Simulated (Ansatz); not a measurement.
CaO:
```
CELL_PARAMETERS angstrom
      3.98137     0.00000     0.00000
     -1.99068     3.44796     0.00000
      0.00000     0.00000     4.77083
ATOMIC_POSITIONS crystal
  Ca 0.33333 0.66667 0.75000
  O  0.66667 0.33333 0.75000
  Ca 0.66667 0.33333 0.25000
  O  0.33333 0.66667 0.25000
```

Relaxed with r²SCAN.

Task: Give the Bader charges and basin volumes of the independent atoms, r²SCAN in the plane-wave PAW code Ansatz.

Result: 

```json
[
 {"atom": "Ca1", "Bader charge (e)": "+1.52", "Bader volume (Å³)": "12.9"},
 {"atom": "O2", "Bader charge (e)": "-1.52", "Bader volume (Å³)": "19.8"}
]
```

Space group P6_3/mmc. The start of the workflow was typed in or built on a structure type; the Crystallography Open Database copy checked does not list it. It is not the phase usual at ambient conditions (space group No. 225). The cell was relaxed with r²SCAN under the symmetry of its start; whether a distortion lowers the energy is not shown.

Potentials: the earlier of the program's two PAW sets.
